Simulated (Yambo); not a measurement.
Given:

```
KSc2F7
1.0
    3.27207    -5.29481     0.00000
    3.27207     5.29481     0.00000
    0.00000     0.00000     4.04834
F K Sc
7 1 2
Cartesian
  3.27207   2.15181   0.00000
  3.27207  -2.15181   0.00000
  1.23854  -1.52459   2.02417
  5.30560   1.52459   2.02417
  1.23854   1.52459   2.02417
  5.30560  -1.52459   2.02417
  3.27207   0.00000   2.02417
  0.00000   0.00000   0.00000
  3.27207   2.04824   2.02417
  3.27207  -2.04824   2.02417
```

Workflow: norm-conserving LDA (Quantum ESPRESSO, 84 Ry, scalar-relativistic), then G0W0 in Yambo (2×2×4 Γ-centred k mesh, bands 3 to 166 and a 6 Ry block in the screening, 166 bands in G with the Bruneval-Gonze terminator, plasmon pole fitted at 27.2 eV).

Task: Give the LDA and G0W0 gaps between the band edges found on this mesh, and say where the edges lie.

Result: Edges: Γ → (-0.5, -0.5, 0). LDA: 5.80 eV; G0W0: 10.73 eV. Nearest settings tried, and what they do to the gap: 134 bands in W, 134 bands in G: +40 meV; 5 Ry block (171 vectors against 241): +140 meV; 2×2×2 mesh: -4 meV. So the settings aren't converged at that level. 

Geometry of the Materials Project entry, not relaxed at this level.

The structure is a Materials Project entry; no match was found in the copy of COD used, and its stability was not checked.
